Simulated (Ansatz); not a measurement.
Cd$_{2}$SiO$_{4}$:
Space group Fddd, origin choice 1 (No. 70); a = 6.015 Å, b = 9.817 Å, c = 11.875 Å, α = β = γ = 90.00°

```json
[
 {"atom": "Cd", "site": "16f", "symmetry": ".2.", "x": "0.0000", "y": "0.3157", "z": "0.0000"},
 {"atom": "Si", "site": "8a", "symmetry": "222", "x": "0.0000", "y": "0.0000", "z": "0.0000"},
 {"atom": "O", "site": "32h", "symmetry": "1", "x": "0.0945", "y": "0.1459", "z": "0.3238"}
]
```
(The calculation used a cell of 14 atoms; values per cell refer to that cell.)

Relaxed with r²SCAN.

Problem. Which orbitals make up the states near the band edges in DFT-r²SCAN in the program Ansatz with PAW potentials?

Solution. Top 1 eV of the valence band: O 2p 90 %, Cd 4d 7 %. Bottom 1 eV of the conduction band: Cd 5s 59 %, O 2s 21 %, O 2p 12 %. Projections are on Löwdin-orthogonalised atomic valence shells; empty p or d shells of many metals are not among them.

Problem. Tabulate the density of states.

Solution. States/eV per cell of 14 atoms, in 0.25 eV bins, energy from the valence-band maximum.

```tsv
E (eV)	total	O 2p	Cd 4d	Cd 5s
-7.85	0.00	0.00	0.00	0.00
-7.60	1.32	0.50	0.61	0.05
-7.35	7.87	2.58	4.39	0.10
-7.10	10.58	2.78	7.02	0.08
-6.85	24.83	4.28	19.62	0.22
-6.60	36.91	3.95	32.24	0.16
-6.35	43.58	3.01	40.07	0.11
-6.10	33.46	1.14	32.09	0.05
-5.85	1.44	0.01	1.43	0.00
-5.60	2.16	0.80	0.94	0.13
-5.35	7.26	2.78	3.00	0.42
-5.10	3.94	1.74	1.34	0.14
-4.85	2.28	1.12	0.66	0.09
-4.60	1.20	0.74	0.21	0.07
-4.35	9.13	5.84	1.40	1.05
-4.10	12.53	8.08	1.92	1.29
-3.85	9.29	6.21	1.27	0.62
-3.60	10.38	7.22	1.28	0.38
-3.35	7.94	5.58	0.89	0.28
-3.10	8.62	6.22	0.89	0.25
-2.85	7.26	5.65	0.55	0.28
-2.60	9.33	7.77	0.55	0.31
-2.35	9.75	8.37	0.59	0.18
-2.10	10.11	8.68	0.69	0.14
-1.85	10.19	8.90	0.64	0.11
-1.60	8.25	7.33	0.45	0.09
-1.35	11.90	10.61	0.66	0.10
-1.10	7.47	6.69	0.42	0.06
-0.85	12.18	10.97	0.76	0.08
-0.60	11.61	10.46	0.81	0.05
-0.35	10.31	9.17	0.86	0.05
-0.10	8.90	8.05	0.67	0.04
0.15	0.00	0.00	0.00	0.00
0.40	0.00	0.00	0.00	0.00
0.65	0.00	0.00	0.00	0.00
0.90	0.00	0.00	0.00	0.00
1.15	0.00	0.00	0.00	0.00
1.40	0.00	0.00	0.00	0.00
1.65	0.00	0.00	0.00	0.00
1.90	0.00	0.00	0.00	0.00
2.15	0.00	0.00	0.00	0.00
2.40	0.09	0.01	0.00	0.06
2.65	0.18	0.02	0.00	0.11
2.90	0.27	0.03	0.00	0.16
3.15	0.36	0.05	0.00	0.21
3.40	0.46	0.08	0.00	0.26
3.65	0.58	0.11	0.00	0.33
3.90	0.71	0.14	0.01	0.40
4.15	0.88	0.18	0.01	0.49
4.40	1.10	0.22	0.01	0.62
4.65	1.39	0.28	0.01	0.78
4.90	1.63	0.34	0.01	0.92
5.15	2.08	0.42	0.01	1.18
5.40	3.37	0.62	0.02	1.94
5.65	3.37	0.56	0.02	1.95
5.90	2.49	0.40	0.01	1.40
6.15	3.71	0.65	0.02	2.23
6.40	4.97	0.82	0.02	2.99
6.65	2.69	0.35	0.01	1.49
6.90	2.23	0.25	0.01	1.02
```

The first step of the workflow began from a Materials Project structure, measured or hypothetical; the Crystallography Open Database copy checked does not list it. Whether it is the stable phase at ambient conditions was not checked. Symmetry was held in the r²SCAN relaxation; whether a distortion lowers the energy is not shown. Scalar-relativistic: spin–orbit coupling is off unless named, which matters more the heavier the elements.

Potentials: the earlier of the program's two PAW sets.
